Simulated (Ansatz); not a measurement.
Generalised stacking fault of ZnSe (zinc blende) on the {111} plane, shuffle cut. The cell below holds the perfect crystal with the plane normal along z; tilting its third vector by the shift puts one fault into each cell, between planes 2.48 Å apart, at fixed cell height.

```xyz
6
Lattice="4.0539 0.0000 0.0000 2.0269 3.5107 0.0000 0.0000 0.0000 9.9299" Properties=species:S:1:pos:R:3 pbc="T T T"
Se     4.0539     2.3405     8.6886
Se     2.0269     1.1702     2.0687
Se     4.0539     0.0000     5.3787
Zn     0.0000     0.0000     7.8612
Zn     4.0539     2.3405     1.2412
Zn     2.0269     1.1702     4.5512
```

In-plane vectors a = (4.054, 0.000) Å, b = (2.027, 3.511) Å, area 14.23 Å². The shift is s times the vector a + b (length 7.021 Å), so s = 1 restores the start. Atoms relax along the normal only. γ = [E(shift) − E(0)] / area.

Computed with PBE (plane waves to 420 eV, PAW, scalar-relativistic; Ansatz, an electronic-structure program). k mesh 8×8×3 (Γ-centred), Fermi-Dirac smearing 0.05 eV. E is the zero-smearing estimate. Faults lie only 9.9 Å apart, and holding the cell height raises γ above its relaxed value. The PAW data are Ansatz's earlier set. ZnSe was relaxed with its symmetry unable to fall. The zero of γ is zero shift.

| s | γ (mJ/m²) |
|---|---|
| 0.000 | 0 |
| 0.083 | 109 |
| 0.167 | 452 |
| 0.250 | 895 |
| 0.333 | 1063 |
| 0.417 | 954 |
| 0.500 | 781 |
| 0.583 | 713 |
| 0.667 | 732 |
| 0.750 | 636 |
| 0.833 | 353 |
| 0.917 | 97 |

Q: Does γ have a local minimum between the ends of the line, and at which s?

A: s = 0.583.

Q: By a periodic cubic spline through the points, what shear stress does the steepest rise of γ from s = 0 correspond to?

A: 8.1 GPa. A slope of 1 mJ/m² per Å is 0.01 GPa.

(The slope of γ gives the shear force per area between the displaced halves; near zero shift its curvature is an elastic stiffness.)
